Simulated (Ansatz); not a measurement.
# Cu$_{2}$Ni$_{3}$ (I4/mmm) at 2 levels of theory

One geometry, relaxed with PBE; plane waves with PAW potentials in Ansatz, scalar-relativistic. Collinear spin; the first row ends at 1.5 μB a primitive cell. Gaps are the least over mesh and band path; pressure is positive in compression.

```cif
data_structure
_symmetry_space_group_name_H-M 'P 1'
_symmetry_Int_Tables_number 1
_cell_length_a 9.0815
_cell_length_b 9.0815
_cell_length_c 9.0815
_cell_angle_alpha 164.072
_cell_angle_beta 164.072
_cell_angle_gamma 22.599
_cell_volume 56.39
loop_
_atom_site_label
_atom_site_type_symbol
_atom_site_fract_x
_atom_site_fract_y
_atom_site_fract_z
_atom_site_occupancy
Cu1 Cu 0.80215 0.80215 0.00000 1
Cu2 Cu 0.19785 0.19785 0.00000 1
Ni1 Ni 0.00000 0.00000 0.00000 1
Ni2 Ni 0.40379 0.40379 0.00000 1
Ni3 Ni 0.59621 0.59621 0.00000 1
```

```json
{"level": "PBE", "cutoff (eV)": "420", "k mesh": "20×20×20", "gap (eV)": "0", "pressure (GPa)": "0.0", "largest moment (μB)": "0.65"}
```

What comes out on the same cell with PBEsol?

| level | cutoff (eV) | k mesh | gap (eV) | pressure (GPa) | largest moment (μB) |
| --- | --- | --- | --- | --- | --- |
| PBEsol | 420 | 20×20×20 | 0 | -9.1 | 0.64 |

The cell was found from a structure generator's guess, not taken from experiment.
